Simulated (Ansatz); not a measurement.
# Ti3SnO8 (P-4m2) at 3 levels of theory

One geometry, relaxed with PBE; plane waves with PAW potentials in Ansatz, scalar-relativistic. No spin polarisation. Gaps are the least over mesh and band path; pressure is positive in compression.

Space group P-4m2 (No. 115). a = 3.839 Å, b = 3.839 Å, c = 10.044 Å, α = 90.00°, β = 90.00°, γ = 90.00°
| atom | site | symmetry | x | y | z |
| --- | --- | --- | --- | --- | --- |
| Ti | 1c | -4m2 | 0.5000 | 0.5000 | 0.5000 |
| Ti | 2g | 2mm. | 0.0000 | 0.5000 | 0.2628 |
| Sn | 1a | -4m2 | 0.0000 | 0.0000 | 0.0000 |
| O | 2g | 2mm. | 0.0000 | 0.5000 | 0.4599 |
| O | 2g | 2mm. | 0.5000 | 0.0000 | 0.9390 |
| O | 2e | 2mm. | 0.0000 | 0.0000 | 0.2168 |
| O | 2f | 2mm. | 0.5000 | 0.5000 | 0.6974 |

| level | cutoff (eV) | k mesh | gap (eV) | pressure (GPa) |
| --- | --- | --- | --- | --- |
| PBE | 420 | 8×8×4 | 2.13 | 0.0 |

Problem. What comes out on the same cell with r2SCAN, PBEsol?

Solution.
```tsv
level	cutoff (eV)	k mesh	gap (eV)	pressure (GPa)
r2SCAN	500	8×8×4	2.50	-5.2
PBEsol	420	8×8×4	2.10	-5.6
```

The structure comes from a generated guess; another structure or a mixture of phases may lie lower.
